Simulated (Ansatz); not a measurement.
SnPd in space group P6/mmm (No. 191; Pd on 3f, Sn on 2d, Sn on 1a), plane-wave PAW PBE (Ansatz code), all energies at zero smearing, with the estimated change up to a 700 eV cutoff added, with one set of potentials and settings (totals compare only within such a set). Cell of 6 atoms (3 Pd, 3 Sn): -38994.053 eV.

```csv
element,reference phase,E (eV/atom)
Pd,"Fm-3m, 1 atoms in the cell",-6972.9107
Sn,"Fd-3m, 2 atoms in the cell",-6024.2887
```

Formation energy per atom, worked out: (-38994.053 − 3×(-6972.9107) − 3×(-6024.2887))/6 = -0.409 eV/atom (-39 kJ per mol of atoms), at 0 K, without zero-point energy or fitted corrections.

The start of the workflow was typed in or built on a structure type; neither database checked (COD, Materials Project) lists it. COD files the formula under space group No. 62, 194. Whether it is the stable phase at ambient conditions was not checked. The cell was relaxed with PBE under the symmetry of its start; whether a distortion lowers the energy is not shown. No spin polarisation was allowed. The references are the lowest solids computed at this level, not always the standard phases. Scalar-relativistic: spin–orbit coupling is off unless named, which matters more the heavier the elements.

Potentials: the earlier of the program's two PAW sets.
